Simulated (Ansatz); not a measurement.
A relaxed cell of La₄H is given with its symmetry left out. The cell was found from a structure generator's guess, not taken from experiment.

Level of theory: DFT PBE, scalar-relativistic, plane waves, PAW in Ansatz. Cutoff 420 eV, Γ-centred mesh, Gaussian smearing, no spin polarisation.

```
La H
1.0
    -3.29301    3.29301    3.29301
     3.29301   -3.29301    3.29301
     3.29301    3.29301   -3.29301
La H
4 1
Direct
  0.50000 0.50000 0.50000
  0.00000 0.00000 0.50000
  0.00000 0.50000 0.00000
  0.50000 0.00000 0.00000
  0.00000 0.00000 0.00000
```

The zero of energy is the elements' standard structures at the same level (H₂ as a molecule); no fitted shifts are applied.

Question: Find its symmetry and describe it.

Answer: Im-3m (No. 229). Conventional cell: a = 6.586 Å. La has 2 H at 2.85 Å and 6 La at 3.29 Å; H has 8 La at 2.85 Å.

Question: How far does it lie from the elements in energy?

Answer: +0.31 eV/atom. A positive value: parting into the elements would lower its energy.

Question: Is it a metal?

Answer: Yes, bands cross the Fermi level on the 8×8×8 mesh.

The last run used an 8×8×8 mesh for its 5-atom cell and Gaussian smearing of 0.10 eV. The cell is a metal run without spin; a magnetic state may lie lower. With hydrogen, zero-point motion can shift formation energies by some tens of meV/atom. A structure relaxed within its symmetry needn't be a true minimum.
